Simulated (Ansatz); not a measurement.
Os (Fm-3m), two-dimensional strain map

The calculation used DFT PBEsol, scalar-relativistic, plane waves, PAW (Ansatz). Settings: plane waves to 420 eV, k-mesh 20×20×20 (Γ-centred), Gaussian smearing 0.15 eV. Spin–orbit coupling is left out, which can shift energies with elements as heavy as these. No spin polarisation. Energies are free energies at this smearing, counted from the undisturbed cell; pressure is positive in compression.

Reference structure (as given, not relaxed at this level; it stands at -20.1 GPa; this fcc form isn't the usual structure):

```
CELL_PARAMETERS angstrom
0.00000 1.94500 1.94500
1.94500 0.00000 1.94500
1.94500 1.94500 0.00000
ATOMIC_POSITIONS crystal
Os 0.00000 0.00000 0.00000
```

The cell is strained by p along both x and y and by q along z, fractional coordinates fixed. Points are written (p, q). At -20 GPa the given cell is far from its own equilibrium, so these figures belong to a strongly strained crystal.

Energy above the undisturbed cell in meV/atom (a dash: not computed):

```
 p \ q  -0.030  -0.015  0.000  0.015  0.030
-0.030   -24.1   -39.4  -40.9  -29.4   -5.6
-0.015   -47.8   -49.6      ?  -16.4   17.0
 0.000   -32.2       ?    0.0      ?   75.2
 0.015    18.1    38.3   70.4  112.6  163.7
 0.030       ?   127.9  168.4  218.7  277.6
```

Question: Fill in the withheld energies.

Answer: (-0.015, 0.000): -38.8; (0.000, -0.015): -22.2; (0.000, 0.015): 32.7; (0.030, -0.030): 98.6.